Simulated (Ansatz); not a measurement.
Ge₃N₄ in space group P6_3/m (No. 176; Ge on 6h, N on 2c, N on 6h), PBE in the plane-wave PAW code Ansatz. The conduction-band minimum lies at Γ, with 1 equivalent valley. Second derivatives d²E/dk² of the lowest band at one valley (eV·Å²), along Cartesian directions:

```tsv
direction	d²E/dk²
[100]	31.53
[010]	31.53
[001]	36.54
[110]	31.53
[101]	34.04
[011]	34.04
```

Question: Find the principal effective masses, the density-of-states mass and the conductivity mass.

Answer: Off-diagonal terms follow from H_xy = H[110] − (H_xx + H_yy)/2, and m*/mₑ = 7.620 eV·Å² over each eigenvalue: 0.21, 0.24, 0.24. One valley's DOS mass (m₁m₂m₃)^(1/3) = 0.23, conductivity mass 3/(Σ 1/mᵢ) = 0.23 mₑ.

Question: What effective density of states Nc follows at 300 K for parabolic valleys?

Answer: Nc = 2.509e19 × 1 × (0.23)^(3/2) ≈ 2.8e18 cm⁻³.

The PBE relaxation kept the symmetry of its start. Spin–orbit coupling is left out wherever it is not named.

Potentials: the later of the program's two PAW sets.

Edges and masses are those of Kohn–Sham bands, whose gap is no quasiparticle gap.
